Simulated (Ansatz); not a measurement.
GeSe₂ in space group P2_1/c (No. 14; Ge on 4e, Se on 4e, Se on 4e), the program Ansatz at the PBEsol level (PAW), all energies at zero smearing, with the estimated change up to a 700 eV cutoff added, with one set of potentials and settings (totals compare only within such a set). Cell of 12 atoms (4 Ge, 8 Se): -60408.478 eV.

```csv
element,reference phase,E (eV/atom)
Ge,"Fd-3m, 2 atoms in the cell",-4253.4978
Se,"P3_121, 3 atoms in the cell",-5424.2079
```

Formation energy per atom, worked out: (-60408.478 − 4×(-4253.4978) − 8×(-5424.2079))/12 = -0.069 eV/atom (-7 kJ per mol of atoms), at 0 K, without zero-point energy or fitted corrections.

The cell is a constructed one: a structure type filled with these elements; the Crystallography Open Database copy checked does not list it. Its standing as an ambient phase is unchecked. The cell was relaxed with PBEsol under the symmetry of its start; whether a distortion lowers the energy is not shown. The volume moved by 17 % from the start of the relaxation. The references are the lowest solids computed at this level, not always the standard phases.

Potentials: the later of the program's two PAW sets.
